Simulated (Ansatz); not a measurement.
Hf3Si (Fm-3m), relaxed with HSE06 (Ansatz, a first-principles code, plane waves, PAW): a = b = c = 6.7672 Å, α = β = γ = 90.00°.

```
Quantity              Result
--------------------  ------
B₀ by P(V) fit (GPa)     124
```

Question: The same phase is relaxed and computed with PBE in the same code. What are the cell and these values now?

Answer: a = b = c = 6.770 Å, α = β = γ = 90.00°.

* **B₀ by P(V) fit (GPa)**: 114

Constructed cells (a structure type filled with these elements, in neither database checked): Hf3Si, Fm-3m (Si on 4a, Hf on 4b, Hf on 8c). All cells were relaxed under the symmetry of their starts (and spin orders); stability against distortions was not tested throughout. Rows with no word on spin ran without spin polarisation. Scalar-relativistic: spin–orbit coupling is off unless named, which matters more the heavier the elements.

Potentials: the later of the program's two PAW sets.

Ansatz is a plane-wave DFT program.
